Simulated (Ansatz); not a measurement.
# LaGdAs2Ir2: what a change of scf.eigensolver.kind, basis.precision does

Computed with the plane-wave PAW code Ansatz (scalar-relativistic, PAW set soft_2): PBEsol, collinear spin, 420 eV cutoff, k-mesh 4×4×4. These are the settings of the reference run.

Cell:

```
CELL_PARAMETERS angstrom
4.10033 4.10714 0.01004
4.10251 -4.10932 -0.00145
-2.05803 -2.06409 -7.41476
ATOMIC_POSITIONS crystal
As 0.91688 0.75805 0.34740
As 0.42972 0.24193 0.34632
As 0.93014 0.00723 0.84599
As 0.41603 0.49049 0.84712
Ir 0.09206 0.75290 0.67584
Ir 0.58269 0.24591 0.67395
Ir 0.08305 0.00224 0.17325
Ir 0.59177 0.49661 0.17568
Gd 0.00162 0.25092 0.50262
La 0.50194 0.74586 0.50689
Gd 0.50255 0.99754 0.00289
La 0.00141 0.50267 0.00669
```

The reference run of this cell is solved again as a single point with these keys changed:

| key | reference run | changed run |
| --- | --- | --- |
| scf.eigensolver.kind | not typed | davidson |
| basis.precision | not typed | f64 |

Problem. How does the changed run end?

Solution. 

| quantity | reference run | changed run |
| --- | --- | --- |
| energy, changed less reference (meV an atom) | 0 | 0.0 |
| pressure (GPa) | 0.1 | 0.1 |
| largest force (eV/Å) | 0.03 | 0.03 |
| gap on the mesh (eV) | 0.00 | 0.00 |
| moment of the cell (μB) | 14.16 | 14.16 |

The results hardly move, so these settings together matter little here, or the typed value is the one that the program takes anyway. It took 19 iterations.

Caveats: the reference run: Gd without a U keeps its half-filled shell, but its 4f levels lie too near the Fermi level; the reference run: open f or d shells may hold a state above the lowest; a single point, atoms not relaxed again.
